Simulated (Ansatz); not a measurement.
A geometry of Te2Mo away from equilibrium: the start of the relaxation of a relaxed Te2Mo cell stretched uniformly to 130 % of its volume. Method: r2SCAN (plane waves to 500 eV, PAW, scalar-relativistic; Ansatz, a first-principles code). Γ-centred k-mesh 7×7×2 on the run's cell (coarser than for final values), Fermi–Dirac smearing 0.05 eV.

```xyz
6
Lattice="3.8897 0.0000 0.0000 -1.9449 3.3686 0.0000 0.0000 0.0000 16.0816" Properties=species:S:1:pos:R:3:forces:R:3 pbc="T T T" free_energy=-37913.728 pressure_GPa=-13.3
Mo     0.0000     2.2457    12.0612    0.0000    0.0000    0.0000
Mo     1.9449     1.1229     4.0204    0.0000    0.0000    0.0000
Te     0.0000     2.2457     2.0675    0.0000    0.0000    2.4550
Te     1.9449     1.1229    10.1083    0.0000    0.0000    2.4550
Te     1.9449     1.1229    14.0142    0.0000    0.0000   -2.4550
Te     0.0000     2.2457     5.9733    0.0000    0.0000   -2.4550
```

Positions in Å, forces in eV/Å, free energy of the cell in eV (comparable only within this code, potentials and settings). Largest force: 2.45 eV/Å, on Te3, Te4, Te5, Te6 (atoms numbered as listed); the geometry lies 0.43 eV/atom above the end of its relaxation.

No spin polarisation in the result. No dispersion correction is included, so spacings between layers, chains or molecules are soft and tend to come out too large.

The run could not lose the symmetry of its start.

Without dispersion the volume is uncertain too.
